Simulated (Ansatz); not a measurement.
Starting structure of a cell relaxation (symmetry kept):

```
Mn O
1.0
     0.00000    2.22300    2.22300
     2.22300    0.00000    2.22300
     2.22300    2.22300    0.00000
Mn O
1 1
Direct
  0.00000 0.00000 0.00000
  0.50000 0.50000 0.50000
```

Theory: DFT PBEsol, scalar-relativistic, plane waves, PAW (Ansatz).

Cutoff 420 eV; k points 16×16×16 on the computed 2-atom cell (Γ-centred); Gaussian smearing, width 0.10 eV; collinear spin from starting moments 4.42 0.25 μB.

Question: What does it relax to?

Answer: The volume drops by 0.77 Å³/atom to 10.21 Å³/atom, and the energy falls by 20.3 meV/atom. The cell ends with a moment of 4.52 μB (only this magnetic start was tried). Final structure:
```
Mn O
1.0
     0.00000    2.16946    2.16946
     2.16946    0.00000    2.16946
     2.16946    2.16946    0.00000
Mn O
1 1
Direct
  0.00000 0.00000 0.00000
  0.50000 0.50000 0.50000
```

The cell holds one magnetic atom, so it can only be ferromagnetic; an antiferromagnetic order may lie lower.